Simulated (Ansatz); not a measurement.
Input:

Te (simple cubic, Pm-3m), a = b = c = 3.1884 Å, α = β = γ = 90.00°.

This is the r²SCAN-relaxed structure.

**Question.** All from r²SCAN (plane waves, PAW; program Ansatz), unless another level is named. Predict the electronic character.

**Answer.** metallic (no gap).

**Question.** And the density of states at the Fermi level?

**Answer.** 0.56 states/eV per atom (mean over ±0.08 eV).

**Question.** Give the gap with spin–orbit coupling.

**Answer.** none (metallic).

The cell is a constructed one: a structure type filled with these elements; neither database checked (COD, Materials Project) lists it. It is not the phase usual at ambient conditions (space group No. 152). Symmetry was held in the r²SCAN relaxation; whether a distortion lowers the energy is not shown. Scalar-relativistic: spin–orbit coupling is off unless named, which matters more the heavier the elements.

Potentials: the later of the program's two PAW sets.
